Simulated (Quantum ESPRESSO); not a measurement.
**Kohn-Sham bands of CsSnI₃ (cubic perovskite)**

```
CELL_PARAMETERS angstrom
      6.28623     0.00000     0.00000
      0.00000     6.28623     0.00000
      0.00000     0.00000     6.28623
ATOMIC_POSITIONS crystal
  Cs 0.50000 0.50000 0.50000
  Sn 0.00000 0.00000 0.00000
  I  0.50000 0.00000 0.00000
  I  0.00000 0.50000 0.00000
  I  0.00000 0.00000 0.50000
```

Cell from Materials Project (mp-614013), symmetrised, no further relaxation. COD (Crystallography Open Database) records the formula in this space group. Ideal cubic forms of this type are often high-temperature phases that distort on cooling; symmetry holds the cell here, and its stability was not tested. Method: LDA plane waves in Quantum ESPRESSO 7.5 (PseudoDojo norm-conserving files, 58 Ry, no spin polarisation, no spin-orbit coupling), Bloch states on a 6×6×6 mesh through Γ, Wannier90 4.0.1. Density: 6×6×6 mesh, Gaussian smearing 0.01 Ry. Spin-orbit coupling is left out although heavy elements are present.

List the Kohn-Sham levels between −8 and 3.5 eV relative to the valence-band maximum at the high-symmetry points, as a band run of pw.x on that density gives them (levels within 2 meV counted together).


```tsv
point	k (reciprocal lattice)	levels (eV)
Γ	0.000 0.000 0.000	-6.20, -4.31 (×3), -1.98 (×3), -1.84 (×3), 2.13, 3.24 (×2)
X	0.000 0.500 0.000	-6.96, -4.20 (×2), -2.73, -2.22 (×2), -2.14, -1.95 (×2), -1.39, 1.21
M	0.500 0.500 0.000	-7.60, -4.05, -3.07, -2.37 (×2), -2.28 (×2), -2.21, -1.43, -0.69, 0.90 (×2)
R	0.500 0.500 0.500	-2.90 (×3), -2.20 (×2), -1.42 (×3), 0.00, 0.46 (×3), 3.04
```
